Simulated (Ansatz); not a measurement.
KRh: relaxation of cell and atoms

Method: DFT, LDA, PAW with Ansatz's default frozen-core files, scalar-relativistic (Ansatz 0.2.0).

Command: `ansatz run input.yaml --threads 1 --pin off --max-ram 2048MiB --backend cpu --events-out ev --progress --plain --runs-dir out` The run took 57 s on 1 thread of AMD EPYC (Zen 3) (shared host), peak memory 0.38 GiB.

```yaml
crystal:
  lattice:
    - [3.5871606308, 0.0, 0.0]
    - [0.0, 3.5871606308, 0.0]
    - [0.0, 0.0, 4.8785384579]
  atoms:
    - { symbol: K, position: [0.0, 0.0, 0.0] }
    - { symbol: Rh, position: [0.5, 0.5, 0.5] }
kpoints:
  mp_grid: { grid: [9, 9, 7] }
scf:
  occupations: { method: fermi_dirac, width: 0.05 }
hamiltonian:
  xc: lda
  pseudopotentials: { kind: paw }
output:
  forces: true
  stress: true
  write_density: true
  write_potential: true
  elf: true
  volumetric_format: npy
relax:
  f_tol: 0.005
  max_steps: 80
  cell: {}
```

The cell is built from the L10 type as a first guess.

The cutoff is 420 eV; energies and pressures of the walk include the program's estimate of the Pulay term. The PAW files were made with PBE; their cores are remade for this functional.

Each frame lists the cell vectors (Å), then Cartesian positions (Å); symmetry keeps all forces zero. Free energies count from the first step, -7771.7291 eV.

The walk took 10 evaluations in all; steps that aren't listed are left out.

Step 1: E = 0.0 meV, P = -7.56 GPa

```
cell 3.5872 0.0000 0.0000 0.0000 3.5872 0.0000 0.0000 0.0000 4.8785
K     0.0000    0.0000    0.0000
Rh    1.7936    1.7936    2.4393
```

Step 2: E = -381.4 meV, P = -7.68 GPa

```
cell 3.4110 0.0000 0.0000 0.0000 3.4110 0.0000 0.0000 0.0000 4.7793
K     0.0000    0.0000    0.0000
Rh    1.7055    1.7055    2.3897
```

Step 3: E = -739.7 meV, P = -7.21 GPa

```
cell 3.2362 0.0000 0.0000 0.0000 3.2362 0.0000 0.0000 0.0000 4.7328
K     0.0000    0.0000    0.0000
Rh    1.6181    1.6181    2.3664
```

Step 4: E = -1072.9 meV, P = -5.87 GPa

```
cell 3.0613 0.0000 0.0000 0.0000 3.0613 0.0000 0.0000 0.0000 4.7485
K     0.0000    0.0000    0.0000
Rh    1.5307    1.5307    2.3742
```

Step 5: E = -1359.8 meV, P = -3.17 GPa

```
cell 2.8858 0.0000 0.0000 0.0000 2.8858 0.0000 0.0000 0.0000 4.8308
K     0.0000    0.0000    0.0000
Rh    1.4429    1.4429    2.4154
```

Step 6: E = -1523.4 meV, P = 1.69 GPa

```
cell 2.7109 0.0000 0.0000 0.0000 2.7109 0.0000 0.0000 0.0000 5.0072
K     0.0000    0.0000    0.0000
Rh    1.3554    1.3554    2.5036
```

Step 7: E = -1540.9 meV, P = -0.44 GPa

```
cell 2.7004 0.0000 0.0000 0.0000 2.7004 0.0000 0.0000 0.0000 5.1895
K     0.0000    0.0000    0.0000
Rh    1.3502    1.3502    2.5948
```

(1) How does the relaxation end?

## Answers

(1) It converges, with a = 2.697 Å, b = 2.697 Å, c = 5.172 Å, α = 90.00°, β = 90.00°, γ = 90.00° (conventional cell, space group P4/mmm). The last solve (on a basis chosen afresh for the final cell, so its energy is not quite comparable) gives E = -1540.4 meV, P = 0.00 GPa:
```
cell 2.6967 0.0000 0.0000 0.0000 2.6967 0.0000 0.0000 0.0000 5.1722
K     0.0000    0.0000    0.0000
Rh    1.3483    1.3483    2.5861
```
